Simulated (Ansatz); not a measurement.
An Ansatz (an electronic-structure program) run. Input:

Ansatz 0.2 input:
```yaml
crystal:
  lattice:
    - [3.4786559105, 0.0, 0.0]
    - [-1.7393279553, 3.0126043895, 0.0]
    - [0.0, 0.0, 6.0794946192]
  atoms:
    - { symbol: Ti, position: [0.3333333333, 0.6666666667, 0.0341927388] }
    - { symbol: Te, position: [0.0, 0.0, 0.7255920234] }
    - { symbol: S, position: [0.6666666667, 0.3333333333, 0.2402152378] }
kpoints:
  mp_grid: { grid: [14, 14, 7] }
hamiltonian:
  xc: lda
  pseudopotentials: { kind: paw }
scf:
  occupations: { method: fermi_dirac, width: 0.1 }
phonons:
  method: dfpt
  response_accuracy: low
  eigenvectors: true
  rigid_motions: translations
```

Output (shortened):

```
Pseudopotential: Ti, paw, valence charge 12
Pseudopotential: Te, paw, valence charge 16
Pseudopotential: S, paw, valence charge 6
Functional definition: SPW92
Crystal: 3 atoms, lattice volume = 63.712 Å³
Basis set: ecut = 420 eV, 1275 PW (Γ), exchange–correlation on 48×48×90 points (8 copies of the dense FFT grid, shifted against one another)
Bands: 21, of which v1, the nominal top of the filled ones, is band 17 counted from 1 (16 counted from 0)
Symmetry: 6 space group operations
k-points: 372 of 1372 (irreducible under 2 space group operations, time reversal used)
SCF iter   1: F=—  HF=-10150.288098 eV  |F-HF|=—  |Δ(HF+E_count)|=         —  Δρ=7.31e-3  dr2=6.43e-2  ethr=1.77e-3  ⟨swp⟩=5.3  Hψ=37775  notcnv=0
preconditioner: auto → Kerker (q_TF=auto, 2.457 Å⁻¹)
SCF iter   2: F=—  HF=-10150.279682 eV  |F-HF|=—  |Δ(HF+E_count)|=   8.42e-3  Δρ=4.36e-3  dr2=2.64e-2  ethr=1.89e-4  ⟨swp⟩=1.0  Hψ=10788  notcnv=0
SCF iter   3: F=—  HF=-10150.274646 eV  |F-HF|=—  |Δ(HF+E_count)|=   5.04e-3  Δρ=6.57e-4  dr2=7.63e-4  ethr=7.77e-5  ⟨swp⟩=2.1  Hψ=9288  notcnv=0
SCF iter   4: F=—  HF=-10150.274479 eV  |F-HF|=—  |Δ(HF+E_count)|=   1.67e-4  Δρ=2.37e-4  dr2=7.24e-5  ethr=2.25e-6  ⟨swp⟩=2.0  Hψ=13805  notcnv=0
SCF iter   5: F=—  HF=-10150.274445 eV  |F-HF|=—  |Δ(HF+E_count)|=   3.41e-5  Δρ=1.15e-4  dr2=2.47e-5  ethr=2.13e-7  ⟨swp⟩=2.0  Hψ=12323  notcnv=0
SCF iter   6: F=—  HF=-10150.274437 eV  |F-HF|=—  |Δ(HF+E_count)|=   7.58e-6  Δρ=3.14e-5  dr2=1.32e-6  ethr=7.27e-8  ⟨swp⟩=2.0  Hψ=9985  notcnv=0
SCF iter   7: F=—  HF=-10150.274437 eV  |F-HF|=—  |Δ(HF+E_count)|=   3.10e-7  Δρ=8.73e-6  dr2=7.89e-8  ethr=3.87e-9  ⟨swp⟩=2.2  Hψ=11734  notcnv=0
SCF iter   8: F=—  HF=-10150.274437 eV  |F-HF|=—  |Δ(HF+E_count)|=   4.31e-9  Δρ=2.39e-6  dr2=4.82e-9  ethr=2.32e-10  ⟨swp⟩=3.0  Hψ=15758  notcnv=0
SCF iter  11: F=-10150.274437 eV  HF=-10150.274437 eV  |F-HF|=3.64e-12  |Δ(HF+E_count)|=  1.82e-12  Δρ=5.44e-8  dr2=3.15e-12  ethr=1.00e-12  ⟨swp⟩=6.0  Hψ=33451  notcnv=0
the search or the solves at the SCF's close seem to have found levels that the self-consistency loop had missed (the run counts 2) …
SCF 1 converged in 11 iterations: F = -10150.274437 eV  dr2 = 3.15e-12
DFPT response loops at Γ: preconditioner auto → Kerker (q_TF=auto, 2.457 Å⁻¹) (partly filled bands, converged f_vac=0.006) …
SCF converged after 11 iterations
Free energy (F): -10150.274437 eV
Harris-Foulkes:  -10150.274437 eV  (|F-HF|=3.64e-12)
Internal energy: -10150.230144 eV  (E = F + TS)
E sigma→0 (E₀):  -10150.252290 eV
Entropy (-TS):   -0.044294 eV (-14.765 meV/atom)
Fermi energy:    10.340980 eV
--- Per-component energies (eV) ---
  E_band       = -413.078172
  E_kinetic    = 564.364938
  E_local      = -2513.947109  (includes V_loc(G=0)·N_el)
  E_nonlocal   = -263.685395
  E_hartree    = 1338.282706
  E_xc         = -318.869383
  E_vxc        = -316.958351  (∫ρ·V_xc dr)
  E_paw        = -6077.739211  (= ΣΔE_a)
  E_vpaw       = -559.417537  (= ΣTr[D̂ρ^β])
  E_aug_tail   = -0.000085  (compensation charges beyond the density's cutoff)
  E_ewald      = -2879.794414
  E_core_change = 1.157809  (= ΣΔE_core)
  E_smearing   = -0.044294  (= −TS)
  E_closure    = 0.000000  (closes the sum)
  Σ components = -10150.274437   (vs F -10150.274437, Δ=0.00e0)
  [band-id]    e_kinetic+e_local+e_nonlocal+2·e_hartree+e_vxc+e_vpaw+e_augmentation_tail = -413.078126   (vs E_band -413.078172, Δ=4.61e-5)
--- Band table (eV; the first three rows and the last of 372) ---
  k-point 0: bands = ["-46.4875", "-26.2527", "-26.2527", "-26.1849", "-26.1849", "-26.1677", "-23.0479", "-23.0449", "-23.0449", "-3.5570", "-1.6879", "4.4059", "7.3664", "7.3664", "9.5788", "10.7002", "10.7002", "11.4669", "11.6459", "11.6459", "13.9058"]
  k-point 1: bands = ["-46.4875", "-26.2527", "-26.2527", "-26.1848", "-26.1848", "-26.1677", "-23.0480", "-23.0449", "-23.0449", "-3.5123", "-1.7825", "4.6185", "7.3717", "7.3717", "9.1882", "10.6974", "10.6974", "11.5505", "11.5962", "11.5962", "13.9846"]
  k-point 2: bands = ["-46.4875", "-26.2527", "-26.2527", "-26.1848", "-26.1848", "-26.1677", "-23.0480", "-23.0449", "-23.0449", "-3.3946", "-2.0060", "5.1949", "7.3839", "7.3839", "8.3149", "10.6912", "10.6912", "11.4927", "11.4927", "11.6629", "14.1572"]
  k-point 371: bands = ["-46.4773", "-26.2480", "-26.2343", "-26.1941", "-26.1899", "-26.1553", "-23.1415", "-23.0920", "-23.0172", "-2.3101", "-0.3665", "5.4443", "5.8914", "6.6011", "7.1225", "7.6546", "8.3780", "11.0422", "11.6906", "11.9037", "12.9188"]
--- Phonons (Γ-DFPT): 6 representative perturbations + reference, on 372 of 1372 k-points (Σ response iterations 18) ---
  ASR residual: 1.591e-3 → 0.000e0 eV/Å²; symmetrization residual: 8.609e-5 eV/Å²
  ASR residual per site (eV/Å²): 1.59e-3 1.11e-4 3.73e-5
  Γ frequencies (cm⁻¹): 0.00 0.00 0.00 128.37 128.37 215.01 276.87 276.87 363.72
  non-analytic LO–TO correction: not included (Born effective charges unavailable; polar crystals: no LO–TO splitting at Γ)
```

Cost: about 4 core-minutes (a rough figure) on shared cores.

Space group P3m1. The first step of the workflow began from a Materials Project structure, measured or hypothetical; the Crystallography Open Database copy checked does not list it. Whether it is the stable phase at ambient conditions was not checked. The cell was relaxed with LDA under the symmetry of its start; whether a distortion lowers the energy is not shown. The run is not spin-polarised. A crystal of weakly bound layers computed without a dispersion correction: the cell and the soft elastic constants depend strongly on that. As this level gives no gap, phonon frequencies hold no LO–TO term and depend on the k-mesh and smearing (Fermi–Dirac, 0.1 eV here). Scalar-relativistic: spin–orbit coupling is off unless named, which matters more the heavier the elements.

Potentials: the later of the program's two PAW sets.

Ansatz is a plane-wave DFT program.
